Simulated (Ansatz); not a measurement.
Generalised stacking fault of CaO (rock salt) on the {100} plane. The cell below holds the perfect crystal with the plane normal along z; tilting its third vector by the shift puts one fault into each cell, between planes 2.38 Å apart, at fixed cell height.

```
CELL_PARAMETERS angstrom
      3.37084     0.00000     0.00000
      0.00000     3.37084     0.00000
      1.68542     1.68542     7.15064
ATOMIC_POSITIONS crystal
  O  0.00000 0.00000 0.83333
  O  0.33333 0.33333 0.16667
  O  0.66667 0.66667 0.50000
  Ca 0.50000 0.50000 0.83333
  Ca 0.83333 0.83333 0.16667
  Ca 0.16667 0.16667 0.50000
```

In-plane vectors a = (3.371, 0.000) Å, b = (0.000, 3.371) Å, area 11.36 Å². The shift is s times the vector a (length 3.371 Å), so s = 1 restores the start. The shift is rigid: no atom relaxes. γ = [E(shift) − E(0)] / area.

All values below come from PBEsol (plane waves to 420 eV, PAW, scalar-relativistic; Ansatz, an electronic-structure program). k mesh 8×8×8 (Γ-centred), Fermi-Dirac smearing 0.05 eV. Energies are extrapolated to zero smearing. Faults lie only 7.2 Å apart, and holding the cell height and the atoms raises γ above its relaxed value. CaO was relaxed with its symmetry unable to fall. The zero of γ is zero shift.

```csv
s,γ (mJ/m²)
0.000,0
0.083,122
0.167,456
0.250,916
0.333,1377
0.417,withheld
0.500,1832
0.583,withheld
0.667,1377
0.750,916
0.833,456
0.917,122
```

Task: Fit a Fourier form (three harmonics of 1 − cos and sin) to the given rows and predict γ at s = 0.583.

Result: Least squares on the 10 given rows: γ = (917.6)·[1 − cos(2πs)], in mJ/m²; root-mean-square residual 1.8 mJ/m². At 0.583 the fit gives 1712 mJ/m²; the calculation gives 1711 mJ/m², so the interpolation is off by 1 (+0.1 %). 

(The slope of γ gives the shear force per area between the displaced halves; near zero shift its curvature is an elastic stiffness.)
